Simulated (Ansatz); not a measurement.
C:
```
C
1.0
   -2.43763     3.88837     1.63402
    2.43763    -3.88837     1.63402
    2.43763     3.88837    -1.63402
C
8
Direct
  0.41158   0.00000   0.91158
  0.58842   0.50000   0.58842
  0.58842   0.00000   0.08842
  0.41158   0.50000   0.41158
  0.45069   0.87776   0.57293
  0.80482   0.87776   0.92707
  0.54931   0.12224   0.42707
  0.19518   0.12224   0.07293
```

Relaxed with r²SCAN. Special points in fractions of this cell's reciprocal vectors: Γ (0.000, 0.000, 0.000); X (0.500, -0.500, 0.500); F0 (0.348, -0.348, 0.652); Σ0 (-0.348, 0.348, 0.348); Λ0 (0.294, 0.294, -0.294); G0 (0.706, -0.294, 0.294); R (0.000, 0.500, 0.000); W (0.250, 0.250, 0.250); S (0.500, 0.000, 0.000); T (0.000, 0.000, 0.500).

Task: List the band energies nearest the Fermi level at these points for DFT-r²SCAN in the program Ansatz with PAW potentials.

Result: In eV from the Fermi level; about four levels below and three above (degenerate sets whole), none deeper than 8.9 eV; points with the same levels are listed once.

| k | below | above |
|---|---|---|
| Γ | -2.61 -2.58 -1.25 -1.06 | 0.53 2.07 5.30 |
| X | -4.86 -2.47 -2.31 -0.71 | 1.98 4.24 4.50 |
| F0 | -4.07 -2.69 -2.23 -0.81 | 1.02 4.05 4.32 |
| Λ0 | -4.80 -4.59 -1.94 -1.10 | 1.69 3.19 4.14 |
| R | -5.40 -4.66 -3.79 -0.35 | 0.78 4.52 4.85 |
| W | -4.97 -4.97 -2.31 -2.31 | 2.50 2.50 5.91 5.91 |
| S | -4.73 -3.81 -2.08 -1.40 | 1.26 3.40 5.21 |
| T | -3.17 -3.17 -1.65 -1.65 | 1.74 1.74 5.58 5.58 |

Space group Imma. The start of the workflow was typed in or built on a structure type; neither database checked (COD, Materials Project) lists it. It is not the phase usual at ambient conditions (space group No. 194, 227). The cell was relaxed with r²SCAN under the symmetry of its start; whether a distortion lowers the energy is not shown. The Fermi level of a semimetal is unsure by some 0.05 eV on such meshes.

Potentials: the earlier of the program's two PAW sets.
